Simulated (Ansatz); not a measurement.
**RbGa3Te2: computed properties**

Computed with DFT PBE, scalar-relativistic, plane waves, PAW in Ansatz.

Plane waves to 420 eV, a k mesh through Γ of 6×6×8 on the computed 6-atom cell and Gaussian smearing (0.10 eV); no spin polarisation.

The structure is relaxed at this level of theory with its symmetry kept, and needn't be the ground state of this composition.

```cif
data_structure
_symmetry_space_group_name_H-M 'P6/mmm'
_symmetry_Int_Tables_number 191
_cell_length_a 6.6750
_cell_length_b 6.6750
_cell_length_c 4.8763
_cell_angle_alpha 90.000
_cell_angle_beta 90.000
_cell_angle_gamma 120.000
_cell_volume 188.15
loop_
_atom_site_label
_atom_site_type_symbol
_atom_site_symmetry_multiplicity
_atom_site_Wyckoff_symbol
_atom_site_fract_x
_atom_site_fract_y
_atom_site_fract_z
_atom_site_occupancy
Rb1 Rb 1 a 0.00000 0.00000 0.00000 1
Ga1 Ga 3 g 0.50000 0.00000 0.50000 1
Te1 Te 2 c 0.66667 0.33333 0.00000 1
```

| Item | Value |
| --- | --- |
| Space group | P6/mmm (No. 191) |
| Volume per atom | 31.36 Å³ |
| Formation energy from the elements' standard states (uncorrected) | -0.154 eV/atom |
| Kohn–Sham band gap | none (metal) |
| Density of states at the Fermi level | 2.8 states/eV per cell |
| Orbital (Löwdin) character within 0.5 eV of the Fermi level | Ga 4p 40 %, Te 5p 39 %, Ga 4s 14 % |
| Bader charge by site (e) | Rb (1 in the cell) 0.76, Ga (3 in the cell) 0.19, Te (2 in the cell) -0.67 |

Spin-orbit coupling is left out, which matters for the bands of heavy elements.

Another cell of RbGa3Te2 relaxed alike, in Cmmm, lies 145 meV/atom lower, so this cell isn't the stable form at this level.

The cell was found from a structure generator's guess, not taken from experiment. Löwdin shares on free-atom orbitals overweight diffuse shells.
